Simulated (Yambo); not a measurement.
```
CELL_PARAMETERS angstrom
      2.64243     1.52560     4.84596
     -2.64243     1.52560     4.84596
      0.00000    -3.05121     4.84596
ATOMIC_POSITIONS crystal
  Li 0.36219 0.36219 0.36219
  Li 0.63781 0.63781 0.63781
  O  0.21609 0.56216 0.95416
  O  0.78391 0.43784 0.04584
  O  0.56216 0.95416 0.21609
  O  0.43784 0.04584 0.78391
  O  0.95416 0.21609 0.56216
  O  0.04584 0.78391 0.43784
  Nb 0.14440 0.14440 0.14440
  Nb 0.85560 0.85560 0.85560
```

Response from Yambo on PBEsol (Quantum ESPRESSO, PseudoDojo norm-conserving, 84 Ry, no spin-orbit coupling) bands: 4×4×4 mesh, 102 bands, 3 Ry local-field block, 0.2 eV broadening.

**Question.** Give the static electronic dielectric constant without and with local fields along each axis.

**Answer.** 
```
field along  ε(0), independent particles  ε(0), RPA with local fields  refractive index √ε
-----------  ---------------------------  ---------------------------  -------------------
x                                   5.69                         4.98                 2.23
z                                   4.27                         3.15                 1.77
```
Electronic (clamped-ion) response only. PBEsol gaps are usually too small, which raises these values. Convergence of the RPA response with its 4×4×4 mesh was not tested. x, y and z are Cartesian axes of the cell as given.

Geometry of the Materials Project entry, not relaxed at this level.

This is not the ordinary phase of the substance.
